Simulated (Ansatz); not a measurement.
This run works on a generated trial structure, not on a known crystal.

Input and command of a plane-wave DFT calculation in Ansatz:

```yaml
crystal:
  lattice:
    - [4.42181398, 0.0, 0.0]
    - [-2.21090699, 3.82940323, 0.0]
    - [0.0, 0.0, 8.45522887]
  atoms:
    - { symbol: Ta, position: [0.0, 0.0, 0.0] }
    - { symbol: Ge, position: [0.0, 0.0, 0.5] }
    - { symbol: W, position: [0.5, 0.0, 0.19167696] }
    - { symbol: W, position: [0.0, 0.5, 0.19167696] }
    - { symbol: W, position: [0.5, 0.5, 0.19167696] }
    - { symbol: W, position: [0.0, 0.5, 0.80832304] }
    - { symbol: W, position: [0.5, 0.0, 0.80832304] }
    - { symbol: W, position: [0.5, 0.5, 0.80832304] }
basis:
  ecutwfc: 420
kpoints:
  mp_grid: { grid: [4, 4, 2] }
hamiltonian:
  xc: pbe
scf:
  occupations: { method: gaussian, width: 0.2 }
  lower_state_search: "off"
output:
  forces: true
  stress: true
  eigenvalues: true
relax:
  adjacent_minimum: "off"
  f_tol: 0.08
  max_steps: 16
  cell: { stress_tol: 0.8 }
```

```bash
ansatz run input.yaml --threads 1 --pin off --max-ram 2560MiB --backend cpu --events-out ev --progress --plain --runs-dir out
```

Processor: Arm Neoverse V2, 1 thread, on a host shared with other jobs.

Problem. How long does it run, and how much memory does it take?

Solution. About 93 s, peak memory 0.45 GiB. It solves 67 bands at 8 k points (after reduction by symmetry) with about 2629 plane waves (on the last cell), in 118 SCF iterations over 17 ionic steps, the closing evaluation included.
